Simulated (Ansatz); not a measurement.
**Structure relaxation, InSe**

The start is a randomly generated symmetric cell of InSe (space group No. 107). The cell and all atomic positions are relaxed at zero pressure with r2SCAN (plane waves to 500 eV, PAW, scalar-relativistic; Ansatz, an electronic-structure program). First-step values are on the input's coarse k-mesh.

Ansatz input (later rounds restart from its end on a renewed k-mesh):
Ansatz 0.2 input:
```yaml
crystal:
  lattice:
    - [-3.1212735, 3.1212735, 5.8909156]
    - [3.1212735, -3.1212735, 5.8909156]
    - [3.1212735, 3.1212735, -5.8909156]
  atoms:
    - { symbol: In, position: [0.38430949, 0.38430949, 0] }
    - { symbol: In, position: [0.57003152, 0.57003152, 0] }
    - { symbol: In, position: [0.03063674, 0.03063674, 0] }
    - { symbol: Se, position: [0.17111461, 0.67111461, 0.5] }
    - { symbol: Se, position: [0.67111461, 0.17111461, 0.5] }
    - { symbol: Se, position: [0.78703059, 0.78703059, 0] }
basis: { ecutwfc: 500, ecutrho_ratio: 4, xc_grid: 4, fft_grid_basis: typed }
kpoints: { mp_grid: { grid: [5, 5, 5] } }
hamiltonian:
  xc: r2scan
  dispersion: none
  pseudopotentials: { azcp: { folder: ./paw }, kind: paw }
scf: { occupations: { method: fermi_dirac, width: 0.05 } }
relax: { f_tol: 0.01, max_steps: 100, cell: { stress_tol: 0.02 } }
output: { forces: true, stress: true }
```

**Question.** How much energy is released per atom?

**Answer.** 1.13 eV/atom.

**Question.** What band gap does the relaxed structure have at this level?

**Answer.** Zero (metallic).

**Question.** Write out the relaxed structure.

**Answer.** 
Space group I4mm (No. 107); a = b = 5.128 Å, c = 13.085 Å, α = β = γ = 90.00°

| atom | site | symmetry | x | y | z |
|---|---|---|---|---|---|
| In | 2a | 4mm | 0.0000 | 0.0000 | 0.3376 |
| In | 2a | 4mm | 0.0000 | 0.0000 | 0.5681 |
| In | 2a | 4mm | 0.0000 | 0.0000 | 0.0565 |
| Se | 4b | 2mm. | 0.0000 | 0.5000 | 0.1429 |
| Se | 2a | 4mm | 0.0000 | 0.0000 | 0.8662 |
(The calculation used a cell of 6 atoms; values per cell refer to that cell.)

The space group stays I4mm (No. 107) (the run could not lower it), with 6 atoms in the primitive cell. Final values are on a 13×13×13 k-mesh of the relaxed cell. No spin polarisation in the result. The relaxed primitive cell holds an odd number of electrons. A magnetic state may lie lower.

The run could not lose the symmetry of its start, so the end can be a saddle point.

The relaxed structure here is a generated cell of InSe: the first start was made by a random draw of sites in a space group, and the end was not matched to a known phase here, so it may be hypothetical. Known forms of InSe include space group No. 194.
